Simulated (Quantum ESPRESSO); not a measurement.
Ta4ZrLiIn2, input and log of a self-consistent run

Simulated, not a measurement. The program is pw.x of Quantum ESPRESSO 7.5 (plane-wave density functional theory). The cell is made up: eight metal atoms on a hexagonal close-packed lattice, with elements, volume, strain and displacements drawn at random and not relaxed, so it may be unstable or far from any real phase. PseudoDojo standard norm-conserving files set the functional (PBE unless stated); there is no spin polarisation or spin-orbit coupling, the Fermi-Dirac width of 0.25 eV means electrons at about 2900 K, and the masses in the input are unused placeholders. Heavy elements are run without spin-orbit coupling, which real alloys of them have. A spin test at this wide smearing found no moment, but such smearing suppresses magnetism that the real alloy may have.

Input:

```
&control calculation='scf', pseudo_dir='./dojo.nc.sr.pbe.v0_5.standard.upf', outdir='./o', disk_io='minimal', tprnfor=.true., tstress=.true. /
&system ibrav=0, nat=8, ntyp=4, nbnd=61, ecutwfc=74.01313486, nosym=.true., tot_charge=0,
 occupations='smearing', smearing='fd', degauss=0.0183746611
/
&electrons conv_thr=1.470e-08, electron_maxstep=70, mixing_beta=0.5 /
ATOMIC_SPECIES
In 1.0 In.upf
Li 1.0 Li.upf
Ta 1.0 Ta.upf
Zr 1.0 Zr.upf
CELL_PARAMETERS angstrom
3.0261 0.0 0.0
0.0 5.2414 0.0
0.0 0.0 9.6883
ATOMIC_POSITIONS angstrom
Ta 0.002 -0.0003 0.0247
Zr 0.008 -0.0131 4.8637
Li 0.0435 1.74 2.4338
Ta -0.0129 1.7599 7.2409
In 1.4758 2.5694 0.0407
Ta 1.5824 2.6362 4.8386
In 1.4947 4.3183 2.4163
Ta 1.5452 4.3869 7.2714
K_POINTS automatic
8 5 3 1 1 1
```

The log is shortened where brackets say so; the opening notice, blank lines, dates and the lines on written files are dropped, and the path of the files is cut. It prints rydbergs, bohrs and kilobars, and counts compression as positive stress. Its total energy is the free energy E - TS of the whole cell.

```
     Program PWSCF v.7.5
     Parallel version (MPI & OpenMP), running on       4 processor cores
     Number of MPI processes:                 4
     Threads/MPI process:                     1
     [start-up lines left out]
     bravais-lattice index     =            0
     lattice parameter (alat)  =       5.7185  a.u.
     unit-cell volume          =    1036.9905 (a.u.)^3
     number of atoms/cell      =            8
     number of atomic types    =            4
     number of electrons       =        93.00
     number of Kohn-Sham states=           61
     kinetic-energy cutoff     =      74.0131  Ry
     charge density cutoff     =     296.0525  Ry
     scf convergence threshold =      1.5E-08
     mixing beta               =       0.5000
     number of iterations used =            8  plain     mixing
     Exchange-correlation= PBE
                           (   1   4   3   4   0   0   0)
     [axes and pseudopotential details left out]
   Cartesian axes
     site n.     atom                  positions (alat units)
         1        Ta     tau(   1) = (   0.0006609  -0.0000991   0.0081623  )
         2        Zr     tau(   2) = (   0.0026437  -0.0043290   1.6072503  )
         3        Li     tau(   3) = (   0.0143749   0.5749975   0.8042695  )
         4        Ta     tau(   4) = (  -0.0042629   0.5815736   2.3928158  )
         5        In     tau(   5) = (   0.4876904   0.8490797   0.0134497  )
         6        Ta     tau(   6) = (   0.5229173   0.8711543   1.5989558  )
         7        In     tau(   7) = (   0.4939361   1.4270183   0.7984865  )
         8        Ta     tau(   8) = (   0.5106242   1.4496877   2.4028948  )
     number of k points=    60  Fermi-Dirac smearing, width (Ry)=  0.0184
                       cart. coord. in units 2pi/alat
        k(    1) = (   0.0625000   0.0577346   0.0520576), wk =   0.0333333
        k(    2) = (   0.0625000   0.0577346  -0.1561729), wk =   0.0333333
     [further k points left out]
     Dense  grid:    89181 G-vectors     FFT dimensions: (  32,  60, 108)
     Estimated max dynamical RAM per process >     313.49 MB
     Estimated total dynamical RAM >       1.16 GB
     Initial potential from superposition of free atoms
     starting charge      92.9816, renormalised to      93.0000
     Starting wfcs are   70 randomized atomic wfcs
     total cpu time spent up to now is        7.8 secs
     per-process dynamical memory:   251.1 Mb
     Self-consistent Calculation
     iteration #  1     ecut=    74.01 Ry     beta= 0.50
     Davidson diagonalization with overlap
     ethr =  1.00E-02,  avg # of iterations =  2.4
     total cpu time spent up to now is       21.2 secs
     total energy              =    -901.48900875 Ry
     estimated scf accuracy    <       1.19151007 Ry
     iteration #  2     ecut=    74.01 Ry     beta= 0.50
     Davidson diagonalization with overlap
     ethr =  1.28E-03,  avg # of iterations =  7.5
     total cpu time spent up to now is       41.6 secs
     total energy              =    -899.61184912 Ry
     estimated scf accuracy    <      55.10907675 Ry
     iteration #  3     ecut=    74.01 Ry     beta= 0.50
     Davidson diagonalization with overlap
     ethr =  1.28E-03,  avg # of iterations =  5.8
     total cpu time spent up to now is       58.3 secs
     total energy              =    -902.13473797 Ry
     estimated scf accuracy    <       0.78864816 Ry
     iteration #  4     ecut=    74.01 Ry     beta= 0.50
     Davidson diagonalization with overlap
     ethr =  8.48E-04,  avg # of iterations =  2.5
     total cpu time spent up to now is       70.5 secs
     total energy              =    -902.19896059 Ry
     estimated scf accuracy    <       0.11231038 Ry
     iteration #  5     ecut=    74.01 Ry     beta= 0.50
     Davidson diagonalization with overlap
     ethr =  1.21E-04,  avg # of iterations =  8.2
     total cpu time spent up to now is       87.2 secs
     total energy              =    -902.19258073 Ry
     estimated scf accuracy    <       0.35927203 Ry
     [iterations 6 to 12 left out]
     iteration # 13     ecut=    74.01 Ry     beta= 0.50
     Davidson diagonalization with overlap
     ethr =  4.17E-10,  avg # of iterations =  5.0
     total cpu time spent up to now is      195.5 secs
     total energy              =    -902.22234734 Ry
     estimated scf accuracy    <       0.00000091 Ry
     iteration # 14     ecut=    74.01 Ry     beta= 0.50
     Davidson diagonalization with overlap
     ethr =  4.17E-10,  avg # of iterations =  2.0
     total cpu time spent up to now is      207.1 secs
     total energy              =    -902.22234741 Ry
     estimated scf accuracy    <       0.00000017 Ry
     iteration # 15     ecut=    74.01 Ry     beta= 0.50
     Davidson diagonalization with overlap
     ethr =  1.88E-10,  avg # of iterations =  1.0
     total cpu time spent up to now is      217.8 secs
     total energy              =    -902.22234742 Ry
     estimated scf accuracy    <       0.00000002 Ry
     iteration # 16     ecut=    74.01 Ry     beta= 0.50
     Davidson diagonalization with overlap
     ethr =  1.66E-11,  avg # of iterations =  2.6
     total cpu time spent up to now is      230.2 secs
     total energy              =    -902.22234742 Ry
     estimated scf accuracy    <       0.00000003 Ry
     iteration # 17     ecut=    74.01 Ry     beta= 0.50
     Davidson diagonalization with overlap
     ethr =  1.66E-11,  avg # of iterations =  2.0
     total cpu time spent up to now is      241.8 secs
     End of self-consistent calculation
     [lines on levels left out]
!    total energy              =    -902.22234741 Ry
     estimated scf accuracy    <       0.00000001 Ry
     smearing contrib. (-TS)   =      -0.11332902 Ry
     internal energy E=F+TS    =    -902.10901839 Ry
     The total energy is F=E-TS. E is the sum of the following terms:
     one-electron contribution =    -205.49085933 Ry
     hartree contribution      =     151.62582412 Ry
     xc contribution           =    -222.02684397 Ry
     ewald contribution        =    -626.21713922 Ry
     convergence has been achieved in  17 iterations
     Forces acting on atoms (cartesian axes, Ry/au):
     atom    1 type  3   force =    -0.00355515   -0.00293379   -0.04984591
     atom    2 type  4   force =     0.00442761    0.00680309   -0.02844594
     atom    3 type  2   force =    -0.00090268   -0.00192729   -0.00745805
     atom    4 type  3   force =    -0.00186662    0.00233408    0.02286297
     atom    5 type  1   force =     0.00521534   -0.00100219    0.00008891
     atom    6 type  3   force =    -0.00105429   -0.00872537    0.02122312
     atom    7 type  1   force =     0.00306987    0.01088572   -0.00337982
     atom    8 type  3   force =    -0.00533408   -0.00543425    0.04495472
     Total force =     0.082139     Total SCF correction =     0.000385
     Computing stress (Cartesian axis) and pressure
          total   stress  (Ry/bohr**3)                   (kbar)     P=       32.77
   0.00003961  -0.00000995  -0.00002351            5.83       -1.46       -3.46
  -0.00000995   0.00007715   0.00004888           -1.46       11.35        7.19
  -0.00002351   0.00004888   0.00055156           -3.46        7.19       81.14
     init_run     :      5.60s CPU      5.77s WALL (       1 calls)
     electrons    :    231.52s CPU    234.05s WALL (       1 calls)
     forces       :      1.96s CPU      1.98s WALL (       1 calls)
     stress       :      6.62s CPU      6.83s WALL (       1 calls)
     [timing details left out]
     PWSCF        :   4m 7.70s CPU   4m10.69s WALL
     JOB DONE.
```

In other units: free energy -12275.360 eV for the cell, pressure 3.28 GPa, largest force component 1.282 eV/Å in size. The run took 252 s of wall time with four MPI processes on a shared machine (Intel Xeon, 2023 or later, virtual cores), so the time is rough. A rerun of this cell at a higher cutoff and on a denser mesh moved values by no more than 0.003 eV in energy, 0.05 GPa in stress and 0.007 eV/Å in force, and a second program with other atomic files agreed on that cell to 2 % rms in force and 0.5 GPa in pressure.